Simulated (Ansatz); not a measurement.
GeW:
```yaml
crystal:
  lattice:
    - [3.20986, 0.00000, 0.00000]
    - [-1.60493, 2.77982, 0.00000]
    - [0.00000, 0.00000, 3.55233]
  atoms:
    - { symbol: W, position: [0.00000, 0.00000, 0.00000] }
    - { symbol: Ge, position: [0.66667, 0.33333, 0.50000] }
```

Relaxed with r²SCAN. Special points in fractions of this cell's reciprocal vectors: Γ (0.000, 0.000, 0.000); M (0.500, 0.000, 0.000); K (0.333, 0.333, 0.000); A (0.000, 0.000, 0.500); L (0.500, 0.000, 0.500); H (0.333, 0.333, 0.500).

**Question.** List the band energies nearest the Fermi level at these points for plane-wave PAW r²SCAN (Ansatz code).

**Answer.** In eV from the Fermi level; about four levels below and three above (degenerate sets whole), none deeper than 8.9 eV; points with the same levels are listed once.

| k | below | above |
|---|---|---|
| Γ | -3.62 -1.59 -1.59 -0.02 | 1.19 1.19 7.51 7.51 |
| M | -6.43 -3.43 -2.90 | 0.53 1.72 3.23 |
| K | -5.80 -4.14 -3.05 -0.95 | 1.51 1.88 2.43 |
| A | -0.66 -0.66 -0.48 -0.48 | 0.84 6.78 6.78 |
| L | -5.15 -4.27 -2.41 -0.85 | 1.86 2.96 5.30 |
| H | -5.47 -4.31 -2.17 -1.25 | 1.96 3.70 5.13 |

Space group P-6m2. The cell is a constructed one: a structure type filled with these elements; neither database checked (COD, Materials Project) lists it. Its standing as an ambient phase is unchecked. The r²SCAN relaxation kept the symmetry of its start; its stability against distortions is not shown here. No spin polarisation was allowed. Spin–orbit coupling is left out wherever it is not named.

Potentials: the later of the program's two PAW sets.
